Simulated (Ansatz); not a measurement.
Cu Kα1 powder pattern (kinematic, no thermal factors).
2θ (°) (relative intensity): 27.99 (17), 29.86 (100), 30.89 (55), 34.92 (80), 40.00 (55), 42.17 (11), 50.88 (18), 51.38 (52), 57.85 (18), 60.72 (18), 64.36 (6), 65.47 (3), 66.46 (19), 67.03 (23), 69.39 (21), 71.60 (2), 74.14 (4), 78.54 (14), 80.62 (9), 83.64 (3), 86.32 (6), 88.79 (13)

The pattern is computed from a structure relaxed with DFT PBE, scalar-relativistic, plane waves, PAW (Ansatz 0.2.0). No spin polarisation. Its elements are In, Sb.

**Question.** Give the structure.

**Answer.** InSb2.
Space group P4/mmm (No. 123). a = 3.185 Å, b = 3.185 Å, c = 8.678 Å, α = 90.00°, β = 90.00°, γ = 90.00°
| atom | site | symmetry | x | y | z |
| --- | --- | --- | --- | --- | --- |
| In | 1d | 4/mmm | 0.5000 | 0.5000 | 0.5000 |
| Sb | 2g | 4mm | 0.0000 | 0.0000 | 0.8273 |

A pattern alone doesn't exclude other cells with like lines; this is the one computed.

The cell was found from a structure generator's guess, not taken from experiment.
